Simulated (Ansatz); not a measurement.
Re:
```cif
data_Re4
_chemical_formula_sum 'Re4'
_space_group_name_H-M_alt 'P63/mmc'
_space_group_IT_number 194
_space_group_name_Hall '-P 6c 2c'
_cell_length_a 2.75445
_cell_length_b 2.75445
_cell_length_c 8.89491
_cell_angle_alpha 90.000
_cell_angle_beta 90.000
_cell_angle_gamma 120.000
loop_
_atom_site_label
_atom_site_type_symbol
_atom_site_symmetry_multiplicity
_atom_site_Wyckoff_symbol
_atom_site_fract_x
_atom_site_fract_y
_atom_site_fract_z
_atom_site_occupancy
Re1 Re 2 a 0.00000 0.00000 0.00000 1
Re2 Re 2 c 0.33333 0.66667 0.25000 1
```

Relaxed with r²SCAN+D4.

**Question.** Which orbitals make up the states near the Fermi level in r²SCAN+D4 in the plane-wave PAW code Ansatz?

**Answer.** Within 0.5 eV of the Fermi level: Re 5d 88 %, outside the projected shells 6 %. Projections are on Löwdin-orthogonalised atomic valence shells; empty p or d shells of many metals are not among them.

**Question.** Tabulate the density of states.

**Answer.** States/eV per cell of 4 atoms, in 0.25 eV bins, energy from the Fermi level.

```
E (eV)  total  Re 5d  Re 6s  Re 5p
------  -----  -----  -----  -----
-7.85    0.52   0.06   0.42   0.02
-7.60    0.61   0.10   0.47   0.02
-7.35    0.75   0.17   0.54   0.02
-7.10    1.26   0.51   0.69   0.03
-6.85    2.38   1.43   0.87   0.03
-6.60    2.92   1.90   0.93   0.04
-6.35    3.10   2.24   0.79   0.04
-6.10    3.21   2.41   0.72   0.04
-5.85    3.28   2.59   0.62   0.04
-5.60    4.06   3.38   0.60   0.05
-5.35    4.33   3.80   0.45   0.05
-5.10    3.82   3.47   0.28   0.05
-4.85    3.52   3.25   0.19   0.04
-4.60    3.04   2.82   0.15   0.04
-4.35    2.82   2.64   0.10   0.04
-4.10    3.36   3.13   0.12   0.05
-3.85    3.11   2.86   0.14   0.05
-3.60    3.64   3.33   0.18   0.05
-3.35    3.76   3.42   0.21   0.05
-3.10    3.48   3.17   0.19   0.04
-2.85    4.34   3.98   0.21   0.05
-2.60    4.21   3.82   0.22   0.05
-2.35    6.03   5.47   0.29   0.07
-2.10    4.40   3.94   0.25   0.04
-1.85    3.86   3.44   0.23   0.03
-1.60    3.96   3.54   0.24   0.03
-1.35    5.57   5.09   0.29   0.03
-1.10    5.41   4.88   0.30   0.03
-0.85    4.87   4.27   0.31   0.03
-0.60    3.52   3.16   0.18   0.02
-0.35    3.75   3.38   0.17   0.02
-0.10    2.87   2.52   0.14   0.02
0.15     2.35   2.03   0.12   0.01
0.40     2.48   2.17   0.11   0.01
0.65     2.44   2.20   0.09   0.01
0.90     2.75   2.53   0.09   0.01
1.15     3.13   2.90   0.08   0.01
1.40     2.96   2.79   0.07   0.01
1.65     2.82   2.65   0.06   0.00
1.90     2.85   2.70   0.06   0.00
2.15     2.39   2.26   0.07   0.00
2.40     2.35   2.21   0.07   0.00
```

Space group P6_3/mmc (dhcp (α-La type)). The workflow started from a Materials Project entry (that database holds measured and hypothetical structures alike). Its sites differ from those of the usual phase in this space group: another stacking or structure type. The r²SCAN+D4 relaxation kept the symmetry of its start; its stability against distortions is not shown here. No spin polarisation was allowed. The pairwise dispersion correction was not fitted to metals. Scalar-relativistic: spin–orbit coupling is off unless named, which matters more the heavier the elements.

Potentials: the later of the program's two PAW sets.
